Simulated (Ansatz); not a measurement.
Starting cell, AlN (zinc blende):

```
CELL_PARAMETERS angstrom
      0.00000     4.36982     4.36982
      2.18491     2.18491     4.36982
      2.18491     2.18491     0.00000
ATOMIC_POSITIONS crystal
  N  0.00000 0.75000 0.75000
  N  0.50000 0.75000 0.75000
  Al 0.00000 0.00000 0.00000
  Al 0.50000 0.00000 0.00000
```

The atoms are displaced by Q × the pattern below (from a DFPT mode at X = (0.5, 0.5, 0.0), largest move 1; Q in Å), at fixed cell. (q is in reciprocal vectors of the primitive cell; the cell shown is doubled to hold the pattern.)

```json
[
 {"atom": "Al3", "x": "0.000", "y": "0.000", "z": "1.000"},
 {"atom": "Al4", "x": "0.000", "y": "0.000", "z": "-1.000"}
]
```

Atoms not listed stay in place.

These are r2SCAN (plane waves to 500 eV, PAW, scalar-relativistic; Ansatz, a program for electronic structure) values and carry that method's errors. k mesh 13×13×13 (Γ-centred), Fermi-Dirac smearing 0.05 eV. The energy includes the smearing's −TS. As the smearing reaches across the gap at some points, energies and forces of such displacements shift with the k mesh and the smearing. AlN was relaxed with its symmetry unable to fall. ΔE is measured from the undisplaced structure. The last digit holds for this mesh only.

| Q (Å) | ΔE (meV/cell) |
|---|---|
| -0.2800 | 2607.5 |
| -0.2333 | 1848.7 |
| -0.1867 | withheld |
| -0.1400 | 683.5 |
| -0.0933 | 306.2 |
| -0.0467 | 76.9 |
| 0.0000 | 0.0 |
| 0.0467 | 76.9 |
| 0.0933 | 306.2 |
| 0.1400 | 683.5 |
| 0.1867 | withheld |
| 0.2333 | 1848.7 |
| 0.2800 | 2607.5 |

Q: Fit an even polynomial form (powers 2, 4, 6) to the given rows and predict ΔE at Q = -0.1867.

A: Least squares on the 11 given rows: ΔE = (35340)·Q² + (-22420)·Q⁴ + (-52820)·Q⁶, in meV/cell with Q in Å; root-mean-square residual 0.16 meV/cell. At -0.1867 the fit gives 1202.4 meV/cell; the calculation gives 1201.3 meV/cell, so the interpolation is off by 1.1 (+0.1 %). The quadratic term alone would give 1231.8 meV/cell.

(A displaced cell: forces are minus the slopes of the energy, force constants its curvatures, and phonons follow from these.)
